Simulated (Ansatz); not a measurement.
**Energy over volume and axial ratio for Sn (beta-Sn type, space group I4_1/amd)**

Sn (beta-Sn type, space group I4_1/amd)

```
CELL_PARAMETERS angstrom
     -2.97355     2.97355     1.60610
      2.97355    -2.97355     1.60610
      2.97355     2.97355    -1.60610
ATOMIC_POSITIONS crystal
  Sn 0.75000 0.25000 0.50000
  Sn 0.00000 0.00000 0.00000
```

Two coordinates are scanned: the volume, and the ratio of the stretch along z (the conventional c axis) to the stretch across it. Atoms keep their fractional coordinates.

The numbers are results of PBE (plane waves to 420 eV, PAW, scalar-relativistic; Ansatz, an electronic-structure program), not measurements. k mesh 16×16×16 (Γ-centred), Fermi-Dirac smearing 0.05 eV. Energies are smeared free energies. Compression counts positive. With partly filled bands, the response to shear is sensitive to the k mesh, so small differences along c/a are uncertain. Sn was relaxed with its symmetry unable to fall. The PAW data are Ansatz's earlier set. The zero of ΔE is the relaxed starting cell.

ΔE (meV/atom), with V/V₀ across and (c/a)/(c/a)₀ down:

```csv
(c/a)/(c/a)₀ \ V/V₀,0.960,0.980,1.000,1.020,1.040
0.960,15,9,7,8,12
0.980,9,3,2,3,8
1.000,7,2,0,2,6
1.020,9,3,1,3,7
1.040,14,7,5,6,11
```

σzz − σxx (GPa), with V/V₀ across and (c/a)/(c/a)₀ down:

| (c/a)/(c/a)₀ \ V/V₀ | 0.960 | 0.980 | 1.000 | 1.020 | 1.040 |
|---|---|---|---|---|---|
| 0.960 | 3.4 | 3.1 | 2.9 | 2.6 | 2.4 |
| 0.980 | 1.6 | 1.5 | 1.4 | 1.3 | 1.2 |
| 1.000 | -0.1 | 0.0 | 0.0 | 0.0 | 0.1 |
| 1.020 | -1.5 | -1.3 | -1.2 | -1.1 | -1.0 |
| 1.040 | -2.5 | -2.3 | -2.0 | -1.9 | -1.7 |

Summary:

Lowest place on the grid: V/V₀ = 1.000, (c/a)/(c/a)₀ = 1.000 (0 meV/atom). Highest place on the grid: V/V₀ = 0.960, (c/a)/(c/a)₀ = 0.960 (15 meV/atom).

The 25 points together took around 13 core-minutes (rough).

(A scan under strain: stresses follow from slopes of the energy per volume, elastic moduli from its curvatures.)
